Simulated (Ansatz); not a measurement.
The cell below belongs to a search over invented structures; it isn't taken from experiment.

Input and command of a plane-wave DFT calculation in Ansatz:

```yaml
crystal:
  lattice:
    - [6.16207021, 0.0, 0.0]
    - [0.0, 6.16207021, 0.0]
    - [0.0, 0.0, 5.23179117]
  atoms:
    - { symbol: Cs, position: [0.5, 0.0, 0.5] }
    - { symbol: Cs, position: [0.0, 0.5, 0.5] }
    - { symbol: Cs, position: [0.0, 0.0, 0.0] }
    - { symbol: Pr, position: [0.5, 0.5, 0.5] }
basis:
  ecutwfc: 660
kpoints:
  mp_grid: { grid: [3, 3, 4] }
hamiltonian:
  xc: pbe
  pseudopotentials:
    kind: paw
    azcp: { Pr: "pseudopotentials/pbe/nc/lanthanide_3plus/Pr.nc.azcp" }
scf:
  occupations: { method: gaussian, width: 0.2 }
  lower_state_search: "off"
output:
  forces: true
  stress: true
  eigenvalues: true
relax:
  adjacent_minimum: "off"
  f_tol: 0.08
  max_steps: 16
  cell: { stress_tol: 0.8 }
```

```bash
ansatz run input.yaml --threads 1 --pin off --max-ram 2816MiB --backend cpu --events-out ev --progress --plain --runs-dir out
```

Processor: Arm Neoverse V2, 1 thread, on a host shared with other jobs.

Task: How long does it run, and how much memory does it take?

Result: About 88 s, peak memory 0.59 GiB. It solves 23 bands at 9 k points (after reduction by symmetry) with about 11085 plane waves (on the last cell), in 79 SCF iterations over 11 ionic steps.

With its 4f electrons in the core of a norm-conserving potential, the lanthanide is trivalent by construction, without f bands, f moments or other valences.
